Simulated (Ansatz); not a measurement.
Input for Ansatz (plane-wave DFT, PAW):

```yaml
crystal:
  lattice:
    - [3.4721652862, 0.0, 0.0]
    - [-1.7360826431, 3.006983344, 0.0]
    - [0.0, 0.0, 27.5908227342]
  atoms:
    - { symbol: Pb, position: [0.6666666667, 0.3333333333, 0.3080734519] }
    - { symbol: Pb, position: [0.3333333333, 0.6666666667, 0.4118618603] }
    - { symbol: Pb, position: [0.6666666667, 0.3333333333, 0.5186604569] }
    - { symbol: Pb, position: [0.3333333333, 0.6666666667, 0.6160008661] }
    - { symbol: C, position: [0.0, 0.0, 0.6507950442] }
basis:
  ecutwfc: 420
kpoints:
  mp_grid: { grid: [9, 9, 1] }
hamiltonian:
  xc: pbesol
scf:
  occupations: { method: gaussian, width: 0.1 }
output:
  forces: true
  eigenvalues: true
relax:
  adjacent_minimum: "off"
  f_tol: 0.03
  max_steps: 70
  constraints: [{ sites: [0, 1] }]
efield:
  axis: 3
  dipole_correction: true
```

It can be run as
```bash
ansatz run input.yaml --threads 1 --pin off --backend cpu --events-out ev --progress --plain --runs-dir out  # memory cap (--max-ram) not shown
```

All numbers below come from DFT PBEsol, scalar-relativistic, plane waves, PAW (Ansatz).

Abridged output:

```
Pseudopotentials: kind: paw
Pseudopotential: Pb, paw, valence charge 14, recommended cutoff 420 eV (normal)
Pseudopotential: C, paw, valence charge 4, recommended cutoff 420 eV (normal)
Functional definition: PBEsol
Crystal: 5 atoms, lattice volume = 288.069 Å³
Basis set: ecut = 420 eV, 5607 PW (Γ), exchange–correlation on 48×48×384 points (8 copies of the dense FFT grid, shifted against one another)
Bands: 36, of which v1, the nominal top of the filled ones, is band 30 counted from 1 (29 counted from 0)
Symmetry: 6 space group operations
Space group: P3m1 (ITA 156), of the structure as read, at distance tolerance 6.6e-5 Å
k-points: 12 of 81 (time reversal used)
Initial density: superposition of atomic densities (neutral atoms: chi_scale 0, normalization atom), corrected by the library's trained network
Initial wavefunctions: pseudopotential atomic-orbital guess
Functional: x = pbesol(κ = 0.804, μ = 0.12345679), c = pbesol(β = 0.046)
SCF iter   1: F=—  HF=-47261.504619 eV  |F-HF|=—  |Δ(HF+E_count)|=         —  Δρ=7.97e-3  dr2=1.88e0  ethr=1.77e-3  p=-0.163 e·Å  D=-1.02e-1 V/Å  ΔV_dip=2.82 eV  dr2_dipole=6.70e-1  V_vac-E_F(+/−)=6.64/3.81 eV  ⟨swp⟩=12.1  Hψ=2441  notcnv=0
efield: sawtooth ramp at fractional position 0.9294 (placed from the atoms, in the widest stretch of the axis that holds none; the zero of the levels goes with the place), width 0.1000; the density the first Hamiltonian is built on has a dipole p = -0.163 e·Å; the dipole correction subtracts the counter field D = -1.02e-1 V/Å, which shifts the + side's vacuum level by +2.82 eV against the − side's; the planar-averaged density in the ramp window peaks in size at 2.4e-5 e/Å³
SCF iter   2: F=—  HF=-47261.451676 eV  |F-HF|=—  |Δ(HF+E_count)|=   5.29e-2  Δρ=3.30e-3  dr2=2.11e-1  ethr=1.77e-3  p=-0.148 e·Å  D=-9.29e-2 V/Å  ΔV_dip=2.56 eV  dr2_dipole=7.70e-2  V_vac-E_F(+/−)=6.36/3.80 eV  ⟨swp⟩=1.3  Hψ=541  notcnv=0  defer=9
SCF iter   3: F=—  HF=-47261.447023 eV  |F-HF|=—  |Δ(HF+E_count)|=   4.65e-3  Δρ=1.36e-3  dr2=2.32e-2  ethr=3.52e-4  p=-0.141 e·Å  D=-8.83e-2 V/Å  ΔV_dip=2.44 eV  dr2_dipole=4.96e-3  V_vac-E_F(+/−)=6.23/3.80 eV  ⟨swp⟩=1.4  Hψ=427  notcnv=0  defer=15
SCF iter   4: F=—  HF=-47261.445838 eV  |F-HF|=—  |Δ(HF+E_count)|=   1.19e-3  Δρ=2.77e-4  dr2=9.52e-4  ethr=3.87e-5  p=-0.138 e·Å  D=-8.67e-2 V/Å  ΔV_dip=2.39 eV  dr2_dipole=3.84e-4  V_vac-E_F(+/−)=6.19/3.80 eV  ⟨swp⟩=2.3  Hψ=583  notcnv=0  defer=15
SCF iter   5: F=—  HF=-47261.446034 eV  |F-HF|=—  |Δ(HF+E_count)|=   1.96e-4  Δρ=8.82e-5  dr2=1.06e-4  ethr=1.59e-6  p=-0.137 e·Å  D=-8.61e-2 V/Å  ΔV_dip=2.37 eV  dr2_dipole=8.63e-6  V_vac-E_F(+/−)=6.18/3.81 eV  ⟨swp⟩=2.3  Hψ=620  notcnv=0  defer=14
SCF iter   6: F=—  HF=-47261.446031 eV  |F-HF|=—  |Δ(HF+E_count)|=   3.56e-6  Δρ=4.26e-5  dr2=2.34e-5  ethr=1.76e-7  p=-0.137 e·Å  D=-8.58e-2 V/Å  ΔV_dip=2.37 eV  dr2_dipole=1.29e-8  V_vac-E_F(+/−)=6.18/3.81 eV  ⟨swp⟩=2.7  Hψ=721  notcnv=0  defer=14
SCF iter   7: F=-47261.446025 eV  HF=-47261.446029 eV  |F-HF|=4.06e-6  |Δ(HF+E_count)|=   2.23e-6  Δρ=1.68e-5  dr2=4.70e-6  ethr=3.75e-8  p=-0.136 e·Å  D=-8.56e-2 V/Å  ΔV_dip=2.36 eV  dr2_dipole=1.19e-7  V_vac-E_F(+/−)=6.18/3.81 eV  ⟨swp⟩=13.0  Hψ=2352  notcnv=0
SCF 1 converged in 7 iterations: F = -47261.446025 eV  dr2 = 4.70e-6
relax step   1: F+E_penalty+E_count = -47261.44602462 eV  Δ(F+E_penalty+E_count) = +0.000e0 eV  max|allowed force component| = 1.257e0 eV/Å  Δτ_max = 0.0000 Å  (7 SCF iters, dr2 threshold 2.25e-5 eV, accepted)
Initial density: handed on by an earlier stage of this run
Initial wavefunctions: those handed on with the density
SCF iter   1: F=—  HF=-47261.628784 eV  |F-HF|=—  |Δ(HF+E_count)|=         —  Δρ=6.30e-3  dr2=1.59e-1  ethr=2.67e-4  p=-0.136 e·Å  D=-8.56e-2 V/Å  ΔV_dip=2.36 eV  dr2_dipole=2.48e-3  V_vac-E_F(+/−)=6.18/3.82 eV  ⟨swp⟩=1.3  Hψ=2023  notcnv=0  defer=16
efield: sawtooth ramp at fractional position 0.9294 (handed on by an earlier solve), width 0.1000; the density the first Hamiltonian is built on has a dipole p = -0.136 e·Å; the dipole correction subtracts the counter field D = -8.56e-2 V/Å, which shifts the + side's vacuum level by +2.36 eV against the − side's; the planar-averaged density in the ramp window peaks in size at 7.9e-7 e/Å³
SCF iter   2: F=—  HF=-47261.600303 eV  |F-HF|=—  |Δ(HF+E_count)|=   2.85e-2  Δρ=2.33e-3  dr2=1.60e-2  ethr=2.66e-4  p=-0.125 e·Å  D=-7.86e-2 V/Å  ΔV_dip=2.17 eV  dr2_dipole=1.80e-3  V_vac-E_F(+/−)=6.02/3.85 eV  ⟨swp⟩=2.1  Hψ=681  notcnv=0  defer=16
SCF iter   3: F=—  HF=-47261.599801 eV  |F-HF|=—  |Δ(HF+E_count)|=   5.02e-4  Δρ=1.19e-3  dr2=1.23e-2  ethr=2.67e-5  p=-0.122 e·Å  D=-7.65e-2 V/Å  ΔV_dip=2.11 eV  dr2_dipole=2.55e-3  V_vac-E_F(+/−)=5.97/3.86 eV  ⟨swp⟩=2.1  Hψ=685  notcnv=0  defer=16
SCF iter   4: F=—  HF=-47261.598223 eV  |F-HF|=—  |Δ(HF+E_count)|=   1.58e-3  Δρ=3.45e-4  dr2=1.28e-3  ethr=2.06e-5  p=-0.121 e·Å  D=-7.58e-2 V/Å  ΔV_dip=2.09 eV  dr2_dipole=4.04e-4  V_vac-E_F(+/−)=5.96/3.87 eV  ⟨swp⟩=2.0  Hψ=641  notcnv=0  defer=16
SCF iter   5: F=-47261.598149 eV  HF=-47261.598204 eV  |F-HF|=5.48e-5  |Δ(HF+E_count)|=   1.91e-5  Δρ=8.87e-5  dr2=6.27e-5  ethr=1.65e-7  p=-0.119 e·Å  D=-7.50e-2 V/Å  ΔV_dip=2.07 eV  dr2_dipole=6.60e-6  V_vac-E_F(+/−)=5.94/3.87 eV  ⟨swp⟩=11.8  Hψ=2553  notcnv=0
SCF 2 converged in 5 iterations: F = -47261.598149 eV  dr2 = 6.27e-5
relax step   2: F+E_penalty+E_count = -47261.59814881 eV  Δ(F+E_penalty+E_count) = -1.521e-1 eV  max|allowed force component| = 4.105e-1 eV/Å  Δτ_max = 0.1762 Å  (5 SCF iters, dr2 threshold 9.87e-5 eV, accepted)
SCF iter   1: F=—  HF=-47261.628219 eV  |F-HF|=—  |Δ(HF+E_count)|=         —  Δρ=3.08e-3  dr2=4.79e-2  ethr=2.63e-4  p=-0.119 e·Å  D=-7.50e-2 V/Å  ΔV_dip=2.07 eV  dr2_dipole=2.95e-4  V_vac-E_F(+/−)=5.93/3.86 eV  ⟨swp⟩=4.9  Hψ=1242  notcnv=0  defer=17
efield: sawtooth ramp at fractional position 0.9294 (handed on by an earlier solve), width 0.1000; the density the first Hamiltonian is built on has a dipole p = -0.119 e·Å; the dipole correction subtracts the counter field D = -7.50e-2 V/Å, which shifts the + side's vacuum level by +2.07 eV against the − side's; the planar-averaged density in the ramp window peaks in size at 6.9e-7 e/Å³
SCF iter   2: F=—  HF=-47261.620576 eV  |F-HF|=—  |Δ(HF+E_count)|=   7.64e-3  Δρ=1.33e-3  dr2=6.08e-3  ethr=7.99e-5  p=-0.112 e·Å  D=-7.01e-2 V/Å  ΔV_dip=1.93 eV  dr2_dipole=1.72e-4  V_vac-E_F(+/−)=5.81/3.88 eV  ⟨swp⟩=2.0  Hψ=731  notcnv=0  defer=17
SCF iter   3: F=—  HF=-47261.620438 eV  |F-HF|=—  |Δ(HF+E_count)|=   1.38e-4  Δρ=8.53e-4  dr2=7.47e-3  ethr=1.01e-5  p=-0.110 e·Å  D=-6.89e-2 V/Å  ΔV_dip=1.90 eV  dr2_dipole=1.33e-3  V_vac-E_F(+/−)=5.78/3.88 eV  ⟨swp⟩=2.0  Hψ=732  notcnv=0  defer=17
SCF iter   4: F=—  HF=-47261.619767 eV  |F-HF|=—  |Δ(HF+E_count)|=   6.71e-4  Δρ=1.87e-4  dr2=3.24e-4  ethr=1.01e-5  p=-0.108 e·Å  D=-6.80e-2 V/Å  ΔV_dip=1.88 eV  dr2_dipole=2.95e-5  V_vac-E_F(+/−)=5.76/3.88 eV  ⟨swp⟩=2.0  Hψ=571  notcnv=0  defer=17
SCF iter   5: F=—  HF=-47261.619768 eV  |F-HF|=—  |Δ(HF+E_count)|=   2.98e-7  Δρ=7.21e-5  dr2=5.30e-5  ethr=5.41e-7  p=-0.108 e·Å  D=-6.76e-2 V/Å  ΔV_dip=1.87 eV  dr2_dipole=7.00e-7  V_vac-E_F(+/−)=5.75/3.89 eV  ⟨swp⟩=2.2  Hψ=575  notcnv=0  defer=17
SCF iter   6: F=-47261.619753 eV  HF=-47261.619762 eV  |F-HF|=8.61e-6  |Δ(HF+E_count)|=   5.63e-6  Δρ=1.85e-5  dr2=1.02e-5  ethr=1.76e-8  p=-0.108 e·Å  D=-6.76e-2 V/Å  ΔV_dip=1.87 eV  dr2_dipole=9.56e-8  V_vac-E_F(+/−)=5.75/3.89 eV  ⟨swp⟩=13.9  Hψ=2460  notcnv=0
SCF 3 converged in 6 iterations: F = -47261.619753 eV  dr2 = 1.02e-5
relax step   3: F+E_penalty+E_count = -47261.61975350 eV  Δ(F+E_penalty+E_count) = -2.160e-2 eV  max|allowed force component| = 1.589e-1 eV/Å  Δτ_max = 0.0536 Å  (6 SCF iters, dr2 threshold 1.05e-5 eV, accepted)
SCF iter   1: F=—  HF=-47261.644200 eV  |F-HF|=—  |Δ(HF+E_count)|=         —  Δρ=4.90e-3  dr2=9.72e-2  ethr=1.61e-4  p=-0.108 e·Å  D=-6.76e-2 V/Å  ΔV_dip=1.87 eV  dr2_dipole=2.84e-5  V_vac-E_F(+/−)=5.75/3.88 eV  ⟨swp⟩=1.8  Hψ=1852  notcnv=0  defer=11
efield: sawtooth ramp at fractional position 0.9294 (handed on by an earlier solve), width 0.1000; the density the first Hamiltonian is built on has a dipole p = -0.108 e·Å; the dipole correction subtracts the counter field D = -6.76e-2 V/Å, which shifts the + side's vacuum level by +1.87 eV against the − side's; the planar-averaged density in the ramp window peaks in size at 6.0e-7 e/Å³
SCF iter   2: F=—  HF=-47261.633162 eV  |F-HF|=—  |Δ(HF+E_count)|=   1.10e-2  Δρ=3.05e-3  dr2=2.94e-2  ethr=1.61e-4  p=-0.105 e·Å  D=-6.60e-2 V/Å  ΔV_dip=1.82 eV  dr2_dipole=8.52e-5  V_vac-E_F(+/−)=5.73/3.91 eV  ⟨swp⟩=2.2  Hψ=753  notcnv=0  defer=11
SCF iter   3: F=—  HF=-47261.626593 eV  |F-HF|=—  |Δ(HF+E_count)|=   6.57e-3  Δρ=9.32e-4  dr2=9.85e-3  ethr=4.89e-5  p=-0.102 e·Å  D=-6.42e-2 V/Å  ΔV_dip=1.77 eV  dr2_dipole=9.91e-4  V_vac-E_F(+/−)=5.68/3.91 eV  ⟨swp⟩=2.1  Hψ=744  notcnv=0  defer=11
SCF iter   4: F=—  HF=-47261.626117 eV  |F-HF|=—  |Δ(HF+E_count)|=   4.76e-4  Δρ=3.55e-4  dr2=9.87e-4  ethr=1.64e-5  p=-0.101 e·Å  D=-6.36e-2 V/Å  ΔV_dip=1.76 eV  dr2_dipole=1.64e-5  V_vac-E_F(+/−)=5.68/3.92 eV  ⟨swp⟩=2.0  Hψ=450  notcnv=0  defer=11
SCF iter   5: F=—  HF=-47261.626158 eV  |F-HF|=—  |Δ(HF+E_count)|=   4.07e-5  Δρ=1.04e-4  dr2=1.50e-4  ethr=1.64e-6  p=-0.101 e·Å  D=-6.34e-2 V/Å  ΔV_dip=1.75 eV  dr2_dipole=2.02e-6  V_vac-E_F(+/−)=5.67/3.93 eV  ⟨swp⟩=2.0  Hψ=546  notcnv=0  defer=11
SCF iter   6: F=—  HF=-47261.626155 eV  |F-HF|=—  |Δ(HF+E_count)|=   2.09e-6  Δρ=2.47e-5  dr2=2.00e-5  ethr=2.50e-7  p=-0.101 e·Å  D=-6.33e-2 V/Å  ΔV_dip=1.75 eV  dr2_dipole=3.62e-6  V_vac-E_F(+/−)=5.67/3.93 eV  ⟨swp⟩=1.9  Hψ=552  notcnv=0  defer=11
SCF iter   7: F=-47261.626153 eV  HF=-47261.626155 eV  |F-HF|=2.74e-6  |Δ(HF+E_count)|=   5.80e-8  Δρ=1.27e-5  dr2=2.36e-6  ethr=4.49e-9  p=-0.101 e·Å  D=-6.32e-2 V/Å  ΔV_dip=1.74 eV  dr2_dipole=9.13e-7  V_vac-E_F(+/−)=5.68/3.93 eV  ⟨swp⟩=11.1  Hψ=2235  notcnv=0
SCF iter   8: F=-47261.626155 eV  HF=-47261.626156 eV  |F-HF|=3.79e-7  |Δ(HF+E_count)|=   8.68e-8  Δρ=5.39e-6  dr2=3.61e-7  ethr=3.93e-9  p=-0.101 e·Å  D=-6.32e-2 V/Å  ΔV_dip=1.74 eV  dr2_dipole=1.04e-7  V_vac-E_F(+/−)=5.68/3.93 eV  ⟨swp⟩=5.2  Hψ=1789  notcnv=0
SCF 4 converged in 8 iterations: F = -47261.626155 eV  dr2 = 3.61e-7
relax step   4: F+E_penalty+E_count = -47261.62615514 eV  Δ(F+E_penalty+E_count) = -6.402e-3 eV  max|allowed force component| = 1.239e-1 eV/Å  Δτ_max = 0.1279 Å  (8 SCF iters, dr2 threshold 2.69e-6 eV, accepted)
SCF iter   1: F=—  HF=-47261.636257 eV  |F-HF|=—  |Δ(HF+E_count)|=         —  Δρ=3.12e-3  dr2=6.71e-2  ethr=4.22e-4  p=-0.101 e·Å  D=-6.32e-2 V/Å  ΔV_dip=1.74 eV  dr2_dipole=1.09e-2  V_vac-E_F(+/−)=5.68/3.94 eV  ⟨swp⟩=5.0  Hψ=1383  notcnv=0  defer=10
efield: sawtooth ramp at fractional position 0.9294 (handed on by an earlier solve), width 0.1000; the density the first Hamiltonian is built on has a dipole p = -0.101 e·Å; the dipole correction subtracts the counter field D = -6.32e-2 V/Å, which shifts the + side's vacuum level by +1.74 eV against the − side's; the planar-averaged density in the ramp window peaks in size at 8.2e-7 e/Å³
SCF iter   2: F=—  HF=-47261.631364 eV  |F-HF|=—  |Δ(HF+E_count)|=   4.89e-3  Δρ=1.47e-3  dr2=9.85e-3  ethr=1.12e-4  p=-0.096 e·Å  D=-6.02e-2 V/Å  ΔV_dip=1.66 eV  dr2_dipole=5.07e-4  V_vac-E_F(+/−)=5.60/3.94 eV  ⟨swp⟩=2.0  Hψ=866  notcnv=0  defer=13
SCF iter   3: F=—  HF=-47261.630258 eV  |F-HF|=—  |Δ(HF+E_count)|=   1.11e-3  Δρ=7.87e-4  dr2=7.85e-3  ethr=1.64e-5  p=-0.094 e·Å  D=-5.90e-2 V/Å  ΔV_dip=1.63 eV  dr2_dipole=1.61e-3  V_vac-E_F(+/−)=5.57/3.94 eV  ⟨swp⟩=2.0  Hψ=766  notcnv=0  defer=13
SCF iter   4: F=—  HF=-47261.629560 eV  |F-HF|=—  |Δ(HF+E_count)|=   6.98e-4  Δρ=1.42e-4  dr2=1.04e-4  ethr=1.31e-5  p=-0.093 e·Å  D=-5.87e-2 V/Å  ΔV_dip=1.62 eV  dr2_dipole=8.08e-6  V_vac-E_F(+/−)=5.56/3.94 eV  ⟨swp⟩=2.0  Hψ=673  notcnv=0  defer=13
SCF iter   5: F=—  HF=-47261.629658 eV  |F-HF|=—  |Δ(HF+E_count)|=   9.73e-5  Δρ=4.15e-5  dr2=5.30e-5  ethr=1.74e-7  p=-0.094 e·Å  D=-5.88e-2 V/Å  ΔV_dip=1.62 eV  dr2_dipole=5.97e-7  V_vac-E_F(+/−)=5.57/3.94 eV  ⟨swp⟩=2.7  Hψ=587  notcnv=0  defer=12
SCF iter   6: F=—  HF=-47261.629657 eV  |F-HF|=—  |Δ(HF+E_count)|=   1.01e-6  Δρ=2.46e-5  dr2=1.87e-5  ethr=8.83e-8  p=-0.094 e·Å  D=-5.88e-2 V/Å  ΔV_dip=1.62 eV  dr2_dipole=3.60e-6  V_vac-E_F(+/−)=5.57/3.94 eV  ⟨swp⟩=1.0  Hψ=415  notcnv=0  defer=12
SCF iter   7: F=—  HF=-47261.629656 eV  |F-HF|=—  |Δ(HF+E_count)|=   3.33e-7  Δρ=8.32e-6  dr2=2.82e-6  ethr=3.12e-8  p=-0.094 e·Å  D=-5.87e-2 V/Å  ΔV_dip=1.62 eV  dr2_dipole=1.51e-6  V_vac-E_F(+/−)=5.57/3.95 eV  ⟨swp⟩=1.5  Hψ=437  notcnv=0  defer=12
SCF iter   8: F=-47261.629656 eV  HF=-47261.629656 eV  |F-HF|=1.63e-7  |Δ(HF+E_count)|=   1.24e-7  Δρ=2.71e-6  dr2=1.60e-7  ethr=3.84e-9  p=-0.094 e·Å  D=-5.87e-2 V/Å  ΔV_dip=1.62 eV  dr2_dipole=8.64e-8  V_vac-E_F(+/−)=5.57/3.95 eV  ⟨swp⟩=12.2  Hψ=2005  notcnv=0
SCF iter   9: F=-47261.629656 eV  HF=-47261.629656 eV  |F-HF|=2.11e-8  |Δ(HF+E_count)|=   3.96e-8  Δρ=1.05e-6  dr2=4.79e-9  ethr=2.67e-10  p=-0.094 e·Å  D=-5.87e-2 V/Å  ΔV_dip=1.62 eV  dr2_dipole=3.89e-10  V_vac-E_F(+/−)=5.57/3.95 eV  ⟨swp⟩=4.1  Hψ=1359  notcnv=0
SCF iter  10: F=-47261.629656 eV  HF=-47261.629656 eV  |F-HF|=1.44e-9  |Δ(HF+E_count)|=   2.17e-8  Δρ=2.60e-7  dr2=4.69e-10  ethr=7.99e-12  p=-0.094 e·Å  D=-5.87e-2 V/Å  ΔV_dip=1.62 eV  dr2_dipole=1.36e-10  V_vac-E_F(+/−)=5.57/3.95 eV  ⟨swp⟩=2.0  Hψ=1100  notcnv=0
SCF 5 converged in 10 iterations: F = -47261.629656 eV  dr2 = 4.69e-10
relax step   5: F+E_penalty+E_count = -47261.62965630 eV  Δ(F+E_penalty+E_count) = -3.501e-3 eV  max|allowed force component| = 2.929e-2 eV/Å  Δτ_max = 0.0780 Å  (10 SCF iters, dr2 threshold 2.30e-6 eV, accepted)
SCF iter   1: F=—  HF=-47261.629663 eV  |F-HF|=—  |Δ(HF+E_count)|=         —  Δρ=2.86e-7  dr2=4.46e-10  ethr=1.00e-12  p=-0.094 e·Å  D=-5.87e-2 V/Å  ΔV_dip=1.62 eV  dr2_dipole=1.14e-10  V_vac-E_F(+/−)=5.57/3.95 eV  ⟨swp⟩=2.1  Hψ=1512  notcnv=0
efield: sawtooth ramp at fractional position 0.9294 (handed on by an earlier solve), width 0.1000; the density the first Hamiltonian is built on has a dipole p = -0.094 e·Å; the dipole correction subtracts the counter field D = -5.87e-2 V/Å, which shifts the + side's vacuum level by +1.62 eV against the − side's; the planar-averaged density in the ramp window peaks in size at 7.7e-7 e/Å³
SCF iter   2: F=-47261.629656 eV  HF=-47261.629656 eV  |F-HF|=5.82e-11  |Δ(HF+E_count)|=   6.73e-6  Δρ=1.85e-7  dr2=1.78e-10  ethr=1.00e-12  p=-0.094 e·Å  D=-5.87e-2 V/Å  ΔV_dip=1.62 eV  dr2_dipole=7.32e-11  V_vac-E_F(+/−)=5.57/3.95 eV  ⟨swp⟩=4.2  Hψ=1272  notcnv=0
SCF 6 converged in 2 iterations: F = -47261.629656 eV  dr2 = 1.78e-10
relax step   6: F+E_penalty+E_count = -47261.62965630 eV  Δ(F+E_penalty+E_count) = -2.256e-10 eV  max|allowed force component| = 2.928e-2 eV/Å  Δτ_max = 0.0000 Å  (2 SCF iters, accepted)
SCF converged after 2 iterations
Free energy (F): -47261.629656 eV
Harris-Foulkes:  -47261.629656 eV  (|F-HF|=5.82e-11)
Internal energy: -47261.602787 eV  (E = F + TS)
E sigma→0 (E₀):  -47261.616222 eV
Entropy (-TS):   -0.026869 eV (-5.374 meV/atom)
Fermi energy:    2.025923 eV
Dipole field:    D = -0.058726 V/Å  (p = -0.093489 e·Å, saw-weighted, corrected)
Work function:   Φ+ = 5.5665 eV   Φ− = 3.9462 eV
Levels:          The Fermi level and band energies are counted from a zero that moves with the ramp; work functions are not
--- Per-component energies (eV) ---
  E_band       = -652.179403
  E_kinetic    = 1245.945304
  E_local      = -49708.774140  (includes V_loc(G=0)·N_el)
  E_nonlocal   = 1436.477749
  E_hartree    = 24159.646087
  E_xc         = -920.627219
  E_vxc        = -586.590233  (∫ρ·V_xc dr)
  E_paw        = -41124.064241  (= ΣΔE_a)
  E_vpaw       = -1358.500807  (= ΣTr[D̂ρ^β])
  E_aug_tail   = 0.000184  (compensation charges beyond the density's cutoff)
  E_efield     = 0.002745  (sawtooth field / dipole correction)
  E_vefield    = -0.030279  (∫n·V_field dr)
  E_ewald      = 17649.521177
  E_core_change = 0.269567  (= ΣΔE_core)
  E_smearing   = -0.026869  (= −TS)
--- Forces (eV/Å), atoms counted from 1 ---
  atom   1  Pb     0.00000000     0.00000000     0.13254668
  atom   2  Pb     0.00000000     0.00000000    -0.10681190
  atom   3  Pb     0.00000000     0.00000000    -0.01848195
  atom   4  Pb     0.00000000     0.00000000     0.02202258
  atom   5  C      0.00000000     0.00000000    -0.02928039
--- Band table (eV; the first three rows and the last of 12) ---
  k-point 0: bands = ["-15.0181", "-15.0097", "-14.9625", "-14.9625", "-14.9541", "-14.9541", "-14.9193", "-14.8651", "-14.8651", "-14.8600", "-14.8288", "-14.8288", "-14.7692", "-14.7692", "-14.7361", "-14.7361", "-14.6272", "-14.6272", "-14.3172", "-14.3172", "-11.2404", "-9.4188", "-8.3825", "-6.8871", "-2.6513", "-0.7696", "1.7153", "2.3052", "2.3052", "3.2990", "4.8407", "5.9997", "6.9997", "7.3186", "8.0122", "8.1223"]
  k-point 1: bands = ["-15.0048", "-14.9992", "-14.9622", "-14.9579", "-14.9332", "-14.9255", "-14.9240", "-14.8846", "-14.8499", "-14.8443", "-14.8353", "-14.8350", "-14.7711", "-14.7567", "-14.7053", "-14.6986", "-14.6451", "-14.6276", "-14.3386", "-14.3175", "-11.0597", "-9.2032", "-8.1753", "-6.7024", "-2.4761", "-0.5800", "1.0579", "1.8655", "1.9957", "3.8382", "5.1404", "6.0485", "6.1772", "6.9293", "7.1970", "7.3527"]
  k-point 2: bands = ["-15.0229", "-15.0164", "-14.9790", "-14.9308", "-14.9281", "-14.9066", "-14.8796", "-14.8712", "-14.8471", "-14.8421", "-14.8375", "-14.8348", "-14.7265", "-14.7030", "-14.6822", "-14.6301", "-14.6048", "-14.5988", "-14.3851", "-14.3102", "-10.4999", "-8.5585", "-7.5604", "-6.1623", "-2.2928", "-0.7629", "0.1404", "1.2965", "2.0678", "3.2541", "3.5308", "4.4691", "5.0403", "5.8651", "6.1553", "6.6959"]
  k-point 11: bands = ["-14.9892", "-14.9749", "-14.9610", "-14.9105", "-14.9104", "-14.9070", "-14.8619", "-14.8504", "-14.8417", "-14.8404", "-14.8378", "-14.7037", "-14.6876", "-14.6829", "-14.6821", "-14.6141", "-14.5502", "-14.3948", "-14.3855", "-14.3455", "-6.9337", "-6.3350", "-5.0281", "-4.9753", "-4.8550", "-2.3589", "-0.3609", "-0.0502", "0.3938", "0.6355", "1.0018", "1.5428", "2.1533", "2.9370", "3.4661", "5.1725"]
--- Relaxed structure (6 steps of the walk, 6 accepted, 0 SCFs on fresh bases) ---
  F+E_penalty+E_count = -47261.62965630 eV   max|allowed force component| = 2.928e-2 eV/Å
  atoms:
    - { symbol: Pb, position: [0.66666666, 0.33333333, 0.3080734519] }
    - { symbol: Pb, position: [0.33333333, 0.66666666, 0.4118618603] }
    - { symbol: Pb, position: [0.66666666, 0.33333333, 0.51397092] }
    - { symbol: Pb, position: [0.33333333, 0.66666666, 0.63179338] }
    - { symbol: C, position: [0.0, 0.0, 0.65604614] }
```

The relaxation met its thresholds.

Spin–orbit coupling is left out, which can shift energies with elements as heavy as these.